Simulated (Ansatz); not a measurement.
All numbers below come from Ansatz, DFT PBE, scalar-relativistic, plane waves, PAW. Settings: cutoff 420 eV, Γ-centred meshes spaced at most about 0.3 Å⁻¹, and about 0.25 Å⁻¹ or finer for metals (2π included), Gaussian smearing. No spin polarisation in the final relaxations.

Temperature and zero-point effects are left out. All come from trial cells, and lower structures may exist.

Question: These unrelaxed guesses for SnTe₃As are each relaxed within their symmetry. Order them by the energy at which they end, lowest first.
A.

```
CELL_PARAMETERS angstrom
5.55684 0.00000 0.00000
0.00000 5.55684 0.00000
0.00000 0.00000 5.98688
ATOMIC_POSITIONS crystal
Sn 0.00000 0.00000 0.50000
Te 0.50000 0.50000 0.50000
Te 0.00000 0.50000 0.50000
Te 0.50000 0.00000 0.50000
As 0.00000 0.00000 0.00000
```

B.

```
CELL_PARAMETERS angstrom
4.89263 0.00000 0.00000
0.00000 4.89263 0.00000
0.00000 0.00000 6.44150
ATOMIC_POSITIONS crystal
Sn 0.50000 0.50000 0.69522
Te 0.50000 0.00000 0.19528
Te 0.00000 0.50000 0.19528
Te 0.00000 0.00000 0.54911
As 0.00000 0.00000 0.97332
```

C.

```
CELL_PARAMETERS angstrom
7.30658 0.00000 0.00000
-3.65329 6.32768 0.00000
0.00000 0.00000 6.49646
ATOMIC_POSITIONS crystal
Sn 0.66667 0.33333 0.25000
Sn 0.33333 0.66667 0.75000
Te 0.32532 0.16266 0.75000
Te 0.67468 0.83734 0.25000
Te 0.83734 0.16266 0.75000
Te 0.16266 0.83734 0.25000
Te 0.83734 0.67468 0.75000
Te 0.16266 0.32532 0.25000
As 0.00000 0.00000 0.50000
As 0.00000 0.00000 0.00000
```

D.

```
CELL_PARAMETERS angstrom
5.33622 0.00000 0.00000
0.00000 5.33622 0.00000
0.00000 0.00000 5.33622
ATOMIC_POSITIONS crystal
Sn 0.00000 0.00000 0.00000
Te 0.00000 0.50000 0.50000
Te 0.50000 0.00000 0.50000
Te 0.50000 0.50000 0.00000
As 0.50000 0.50000 0.50000
```

Answer: B (ends in P4mm, 0 meV/atom), C (ends in P6_3/mmc, 50 meV/atom), D (ends in Pm-3m, antiperovskite type, 202 meV/atom), A (ends in P4/mmm, 293 meV/atom). Even the lowest end lies +0.12 eV/atom against the elements.

Weakly bound directions are ill-defined at this level, which has no dispersion term (P4mm), and this can change margins and order among such cells. Spin–orbit coupling, which can matter for Te, is left out. In P4mm, Pm-3m, P4/mmm an odd number of electrons in the primitive cell allows no gap without spin; a larger cell or a magnetic state could open one. A magnetic state wasn't ruled out in cells without spin, among them P4mm, Pm-3m, P4/mmm. Cells relaxed within their symmetry can be saddle points. Some types were kept out of the candidates beforehand, so the set may lack a known form.
